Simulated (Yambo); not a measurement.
Ba$_{2}$CaTeO$_{6}$ (space group Fm-3m, No. 225), G0W0@LDA in Yambo; all else as in the reference (2×2×2 Γ-centred k mesh, 296 bands and a 8 Ry block in the screening, 296 bands in G with the Bruneval-Gonze terminator, plasmon pole fitted at 27.2 eV). One parameter is varied: the cutoff of the exchange sum, over 5, 10, 20, 40, 84 Ry.

Problem. From which value on does the gap Γ → Γ stay within 0.05 eV of the largest setting?

Solution. From 40 Ry on.
```tsv
cutoff of the exchange sum (Ry)	G0W0 gap (eV)	valence shift (eV)
5	4.70	1.93
10	4.51	0.43
20	4.54	-0.46
40	4.65	-0.76
84	4.67	-0.80
```
The last step of the sweep still moves the gap by 22 meV; the other settings are held fixed.

The standard potential for Te keeps a d shell in the valence without the s and p states of that shell. In tests on such compounds this moved G0W0 gaps by up to about 0.9 eV, so absolute quasiparticle energies here are unreliable; differences between settings are what counts.

Spin-orbit coupling is not included.

Geometry of the Materials Project entry, not relaxed at this level; primitive cell a = 6.017 Å, b = 6.017 Å, c = 6.017 Å, α = 60.00°, β = 60.00°, γ = 60.00°.

A shift is the quasiparticle energy of the state minus its LDA energy.
